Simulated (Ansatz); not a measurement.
Given:

TaRu3:
```
TaRu3
1.0
    3.82948     0.00000     0.00000
    0.00000     3.82948     0.00000
    0.00000     0.00000     3.82948
Ta Ru
1 3
Direct
  0.50000   0.50000   0.50000
  0.50000   0.00000   0.00000
  0.00000   0.50000   0.00000
  0.00000   0.00000   0.50000
```

This is the LDA-relaxed structure.

### Question
All from plane-wave PAW LDA (Ansatz code), unless another level is named. Predict the Young's modulus.

### Answer
392 GPa.

### Question
Next, the elastic constants (relaxed ions, GPa)?

### Answer
C11 = 456, C12 = 254, C44 = 198.

Space group Pm-3m (Cu3Au type). The first step of the workflow began from a Materials Project structure, measured or hypothetical; the Crystallography Open Database copy checked does not list it. Whether it is the stable phase at ambient conditions was not checked. The cell was relaxed with LDA under the symmetry of its start; its stability against distortions is not shown here. The run is not spin-polarised. As this level gives no gap, shear constants depend on the k-mesh and smearing (Fermi–Dirac, 0.1 eV here). Scalar-relativistic: spin–orbit coupling is off unless named, which matters more the heavier the elements.

Potentials: the later of the program's two PAW sets.
